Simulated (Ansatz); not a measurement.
## MgPd: a sublattice moved along a line

Level of theory: Ansatz, DFT r2SCAN, scalar-relativistic, plane waves, PAW. Settings: plane waves to 500 eV, k-mesh 16×16×16 (Γ-centred), Gaussian smearing 0.15 eV. No spin polarisation. Energies are free energies at this smearing, counted from the undisturbed cell; pressure is positive in compression.

The undisturbed cell (as given, not relaxed at this level; it stands at -0.5 GPa, and it needn't be the usual structure):

```xyz
2
Lattice="3.1600 0.0000 0.0000 0.0000 3.1600 0.0000 0.0000 0.0000 3.1600" Properties=species:S:1:pos:R:3 pbc="T T T"
Mg    0.0000    0.0000    0.0000
Pd    1.5800    1.5800    1.5800
```

Every Mg atom is moved by x along the Cartesian unit vector (1.000, 0.000, 0.000); the cell and all other atoms stay fixed. The cell is metallic on the mesh throughout.

```tsv
x (Å)	ΔE (meV/cell)
-0.5000	517.5
-0.2500	131.8
0.0000	0.0
0.0625	8.3
0.1250	33.1
0.1875	74.3
0.3125	205.3
0.3750	294.5
0.4375	398.8
```

Task: Predict the pressure (GPa) at each point.

Result:
| x (Å) | pressure (GPa) |
| --- | --- |
| -0.5000 | 7.4 |
| -0.2500 | 1.6 |
| 0.0000 | -0.5 |
| 0.0625 | -0.4 |
| 0.1250 | 0.0 |
| 0.1875 | 0.6 |
| 0.3125 | 2.7 |
| 0.3750 | 4.1 |
| 0.4375 | 5.7 |